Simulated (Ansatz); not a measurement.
Sn:
```cif
data_Sn2
_chemical_formula_sum 'Sn2'
_space_group_name_H-M_alt 'P 1'
_space_group_IT_number 1
_cell_length_a 4.44472
_cell_length_b 4.44472
_cell_length_c 4.44472
_cell_angle_alpha 97.218
_cell_angle_beta 97.218
_cell_angle_gamma 138.479
loop_
_space_group_symop_operation_xyz
  'x, y, z'
loop_
_atom_site_label
_atom_site_type_symbol
_atom_site_fract_x
_atom_site_fract_y
_atom_site_fract_z
_atom_site_occupancy
Sn1 Sn 0.75000 0.25000 0.50000 1
Sn2 Sn 0.00000 0.00000 0.00000 1
```

Relaxed with r²SCAN+D4.

**Question.** Which orbitals make up the states near the Fermi level in r²SCAN+D4 (plane waves, PAW; program Ansatz)?

**Answer.** Within 0.5 eV of the Fermi level: Sn 5p 82 %, Sn 5s 15 %. Projections are on Löwdin-orthogonalised atomic valence shells; empty p or d shells of many metals are not among them.

**Question.** Tabulate the density of states.

**Answer.** States/eV per cell of 2 atoms, in 0.25 eV bins, energy from the Fermi level.

```tsv
E (eV)	total	Sn 5p	Sn 5s
-7.85	0.84	0.25	0.58
-7.60	0.84	0.25	0.58
-7.35	0.86	0.26	0.60
-7.10	0.97	0.26	0.70
-6.85	0.91	0.23	0.67
-6.60	0.55	0.17	0.37
-6.35	0.47	0.16	0.30
-6.10	0.46	0.16	0.29
-5.85	0.49	0.17	0.31
-5.60	0.59	0.22	0.36
-5.35	0.61	0.25	0.35
-5.10	0.42	0.16	0.25
-4.85	0.42	0.21	0.21
-4.60	0.43	0.24	0.18
-4.35	0.43	0.27	0.16
-4.10	0.53	0.38	0.14
-3.85	0.77	0.62	0.14
-3.60	0.86	0.71	0.15
-3.35	0.90	0.74	0.15
-3.10	0.87	0.72	0.15
-2.85	0.88	0.73	0.14
-2.60	0.92	0.77	0.14
-2.35	0.96	0.82	0.12
-2.10	1.05	0.92	0.11
-1.85	1.12	1.00	0.11
-1.60	1.26	1.13	0.12
-1.35	1.31	1.18	0.11
-1.10	1.13	1.01	0.10
-0.85	1.01	0.89	0.11
-0.60	0.95	0.81	0.12
-0.35	0.90	0.76	0.12
-0.10	0.87	0.72	0.13
0.15	0.87	0.71	0.14
0.40	0.87	0.69	0.15
0.65	0.90	0.70	0.16
0.90	0.94	0.72	0.18
1.15	0.92	0.70	0.18
1.40	0.81	0.62	0.16
1.65	0.89	0.68	0.17
1.90	0.97	0.74	0.18
2.15	0.95	0.72	0.18
2.40	0.95	0.73	0.17
2.65	1.02	0.78	0.16
2.90	1.11	0.86	0.15
3.15	1.07	0.81	0.13
3.40	1.13	0.83	0.12
3.65	1.24	0.89	0.12
3.90	1.29	0.92	0.11
4.15	1.46	1.06	0.11
4.40	1.59	1.16	0.11
4.65	1.52	1.10	0.11
```

Space group I4_1/amd (β-Sn type). The cell was relaxed with r²SCAN+D4 under the symmetry of its start. The pairwise dispersion correction was not fitted to metals. Scalar-relativistic: spin–orbit coupling is off unless named, which matters more the heavier the elements.

Potentials: the later of the program's two PAW sets.
